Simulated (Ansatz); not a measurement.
CsPbBr₃:
```
CsPbBr3
1.0
    5.93406     0.00000     0.00000
    0.00000     5.93406     0.00000
    0.00000     0.00000     5.93406
Cs Pb Br
1 1 3
Direct
  0.00000   0.00000   0.00000
  0.50000   0.50000   0.50000
  0.00000   0.50000   0.50000
  0.50000   0.50000   0.00000
  0.50000   0.00000   0.50000
```

Relaxed with r²SCAN. Special points in fractions of this cell's reciprocal vectors: Γ (0.000, 0.000, 0.000); X (0.000, 0.500, 0.000); M (0.500, 0.500, 0.000); R (0.500, 0.500, 0.500).

Q: List the band energies nearest the valence-band maximum at these points for DFT-r²SCAN with spin–orbit coupling in the program Ansatz with PAW potentials.

A: In eV from the valence-band maximum; about four levels below and three above (degenerate sets whole), none deeper than 8.9 eV; points with the same levels are listed once.

```json
[
 {"k": "Γ", "below": "-1.91 -1.91 -1.91 -1.91", "above": "3.57 3.57 4.60 4.60 4.60 4.60"},
 {"k": "X", "below": "-2.04 -2.04 -1.42 -1.42", "above": "2.61 2.61 4.95 4.95"},
 {"k": "M", "below": "-1.71 -1.71 -0.69 -0.69", "above": "1.66 1.66 3.01 3.01"},
 {"k": "R", "below": "-1.61 -1.61 -1.61 -1.61 0.00 0.00", "above": "0.75 0.75 2.44 2.44 2.44 2.44"}
]
```

Space group Pm-3m (cubic perovskite). This is a known high-temperature phase of the composition, computed here at zero pressure and temperature. The cell was relaxed with r²SCAN under the symmetry of its start; whether a distortion lowers the energy is not shown.

Potentials: the later of the program's two PAW sets.
